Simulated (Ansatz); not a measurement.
A distorted cell of Te (trigonal-Te type, space group P3_121):

```xyz
3
Lattice="4.4183 0.0000 0.0000 -2.2092 3.8264 0.0000 0.0000 0.0000 5.8195" Properties=species:S:1:pos:R:3 pbc="T T T"
Te     1.2477     0.0000     1.9398
Te    -0.6238     1.0805     3.8797
Te     1.5853     2.7459     0.0000
```

The numbers are results of PBE (plane waves to 420 eV, PAW, scalar-relativistic; Ansatz, a quantum-chemistry and plane-wave program), not measurements. k mesh 9×9×6 (Γ-centred), Fermi-Dirac smearing 0.05 eV. The energy includes the smearing's −TS. Stress and pressure are positive under compression. Spin-orbit coupling is left out, though Te is heavy. Te was relaxed with its symmetry unable to fall. The PAW data are Ansatz's earlier set.

Task: What is the stress tensor (GPa)?

Result: 
```
    1.7      0.0      0.0
    0.0      1.7      0.0
    0.0      0.0      2.8
```
The pressure, a third of the trace, is 2.1 GPa.

Task: It is the relaxed cell scaled evenly to V/V₀ = 0.933, atoms relaxed where free. What is its energy relative to the relaxed cell?

Result: 14 meV/atom.

(Under strain, the slope of the energy per volume gives the stress and its curvature an elastic modulus.)
